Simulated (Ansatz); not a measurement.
Polymorphs of Ga$_{2}$O$_{3}$, each relaxed with r²SCAN in the plane-wave PAW code Ansatz:

A: La2O3 or Ni2Al3 type (P-3m1), a = 2.9911 Å, b = 2.9911 Å, c = 6.8426 Å, α = 90.00°, β = 90.00°, γ = 120.00°

B: bixbyite (Ia-3), a = 9.2638 Å, b = 9.2638 Å, c = 9.2638 Å, α = 90.00°, β = 90.00°, γ = 90.00°

C: C2/m, a = 12.2555 Å, b = 3.0394 Å, c = 5.8084 Å, α = γ = 90.00°, β = 103.81°

D: Pna2_1, a = 5.0423 Å, b = 8.6732 Å, c = 9.2853 Å, α = β = γ = 90.00°

**Question.** Order them by energy per atom at 0 K (lowest first) at the level r²SCAN.

**Answer.** C (+0 meV/atom), D (+16 meV/atom), B (+34 meV/atom), A (+179 meV/atom)

**Question.** Give each one's gap.

**Answer.** A 3.12 eV; B 3.25 eV; C 3.02 eV; D 3.16 eV.

Constructed cells (a structure type filled with these elements, in neither database checked): A; B. Typed or built starts, not in the databases checked: D. Not the usual ambient phase: A; B; D. Unstable at this level: A. All cells were relaxed under the symmetry of their starts (and spin orders); stability against distortions was not tested throughout. Scalar-relativistic: spin–orbit coupling is off unless named, which matters more the heavier the elements.

Energies hold the estimated change up to a 700 eV cutoff; steps of a few meV lie near the error of the meshes.

Potentials: the later of the program's two PAW sets.
